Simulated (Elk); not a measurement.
An Elk run on Mo with settings drawn from a wide range, so not all are converged; totals and levels move with the basis, and no second program has checked them. Theory: Elk 11.2.3 with local patches, DFT, LDA (Perdew-Zunger), all-electron APW+lo, Dirac cores, scalar-relativistic bands with second-variational spin-orbit coupling. Elk's input is in atomic units.

Command: `OMP_NUM_THREADS=1 elk` The run took 0.02 s on 1 thread of Arm Neoverse V1 (shared host), peak memory 0.04 GiB.

```
tasks
  0
  110
  115
  21
  33
  43
  53

xctype
  2

rgkmax
  8

gmaxvr
  18

lmaxapw
  7

lmaxo
  5

lmaxi
  4

nrmtscf
  2.5

nempty
  4

epspot
  1e-05

epsengy
  0.0001

maxscl
  60

swidth
  0.0005

stype
  1

lradstp
  2

mixtype
  3

hmaxvr
  4

nxlo
  1

tforce
  .true.

lorbcnd
  .true.

spinorb
  .true.

sppath
  './'

avec
  -3.01278672980 3.01278672980 3.01278672980
  3.01278672980 -3.01278672980 3.01278672980
  3.01278672980 3.01278672980 -3.01278672980

atoms
  1
  'Mo.in'
  1
  0.000000000000 0.000000000000 0.000000000000   0.000 0.000 0.000

ngridk
  12 12 12

plot1d
  8 30
  0.0000000000 0.0000000000 0.0000000000
  0.5000000000 -0.5000000000 0.5000000000
  0.0000000000 -0.0000000000 0.5000000000
  0.0000000000 0.0000000000 0.0000000000
  0.2500000000 0.2500000000 0.2500000000
  0.5000000000 -0.5000000000 0.5000000000
  0.2500000000 0.2500000000 0.2500000000
  0.0000000000 -0.0000000000 0.5000000000

plot3d
  0 0 0
  1 0 0
  0 1 0
  0 0 1
  14 14 14
```

Muffin-tin radii in the species files: Mo 2.39 bohr.

The cell is the one relaxed in the Materials Project (mp-129), not relaxed further here; entries there can be hypothetical. The listed cell was then made from it by scaling, straining or moving an atom.

Q: What does the run give?

A: It refused before any iteration.
```
Error(init0): requested spin-polarised run with spin-unpolarised
 exchange-correlation functional
```
